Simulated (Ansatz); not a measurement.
TePt (P6_3/mmc), stationary points along a deformation path

Method: Ansatz, DFT r2SCAN, scalar-relativistic, plane waves, PAW. Settings: plane waves to 500 eV, k-mesh 18×18×10 (Γ-centred), Gaussian smearing 0.15 eV. Spin–orbit coupling is left out, which can shift energies with elements as heavy as these. No spin polarisation. Energies are free energies at this smearing, counted from the undisturbed cell; pressure is positive in compression.

Reference structure (as given, not relaxed at this level; it stands at 15.4 GPa, and it needn't be the usual structure):

```
Te Pt
1.0
     4.11100    0.00000    0.00000
    -2.05550    3.56023    0.00000
     0.00000    0.00000    5.44600
Te Pt
2 2
Direct
  0.33333 0.66667 0.25000
  0.66667 0.33333 0.75000
  0.00000 0.00000 0.00000
  0.00000 0.00000 0.50000
```

At fixed volume and fractional coordinates, lengths along (0.000, 0.000, 1.000) are scaled against those across it; ρ is that ratio over its starting value. V = 19.927 Å³/atom. Δσ is the stress along the axis less the mean stress across it (compression positive).

```csv
ρ,ΔE (meV/atom),Δσ (GPa),space group
0.850,239.0,40.40,P6_3/mmc
0.920,54.9,16.87,P6_3/mmc
0.960,12.9,7.36,P6_3/mmc
1.000,0.0,0.70,P6_3/mmc
1.100,31.6,-7.76,P6_3/mmc
1.200,96.1,-7.99,P6_3/mmc
```

Q: How does the stress give the slope of the energy, and where is the energy stationary?

A: Along the path d ln(length) is 2/3 d ln ρ on the axis and −1/3 d ln ρ across it, so dE/d ln ρ = −(2/3) V Δσ: the energy falls with ρ where Δσ is positive. Δσ vanishes or changes sign between ρ = 1.000 and 1.100, a minimum (near 1.01 by linear interpolation). Pairs of stationary points between two samples would go unseen, and could change a minimum read from distant neighbours into a maximum.

Q: Integrate that slope from ρ = 1 to 1.200 by the trapezoid rule.

A: With V/N in Å³ and 1 eV/Å³ = 160.2 GPa the slopes at ρ = 1.000, 1.100, 1.200 are -58, 643, 662 meV/atom per unit of ln ρ. The steps add 27.9 + 56.8 = 84.7 meV/atom, against 96.1 from the energies; the trapezoid rule misses the curvature of the slope within each step.

In a metal these slopes depend on the k mesh and the smearing.